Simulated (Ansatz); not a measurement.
This cell of Sn (beta-Sn type, space group I4_1/amd) is off equilibrium:

```
CELL_PARAMETERS angstrom
     -2.91656     2.91656     1.57902
      2.91656    -2.91656     1.57902
      2.91656     2.91656    -1.57902
ATOMIC_POSITIONS crystal
  Sn 0.75000 0.25000 0.50000
  Sn 0.12580 0.12580 0.10910
```

Level of theory: PBEsol (plane waves to 420 eV, PAW, scalar-relativistic; Ansatz, a program for electronic structure). k mesh 13×13×13 (Γ-centred), Fermi-Dirac smearing 0.05 eV. The energy includes the smearing's −TS. Compression counts positive. With partly filled bands, energies and forces of such displacements shift with the k mesh and the smearing. Sn was relaxed with its symmetry unable to fall. The PAW data are Ansatz's earlier set.

Q: What forces act on the atoms (eV/Å, Cartesian)?

A: 
```csv
atom,Fx,Fy,Fz
Sn1,0.832,1.798,0.077
Sn2,-0.832,-1.798,-0.077
```

Q: Give the stress tensor in GPa and the pressure.

A: 
```
    2.7     -1.2     -2.0
   -1.2      8.8      2.0
   -2.0      2.0      2.1
```
The pressure, a third of the trace, is 4.5 GPa.

Q: In it atom 2 sits (0.318, 0.318, 0.225) Å away from its relaxed site. What is its energy relative to the relaxed cell?

A: 414 meV/cell.

(A displaced cell: forces are minus the slopes of the energy, force constants its curvatures, and phonons follow from these.)
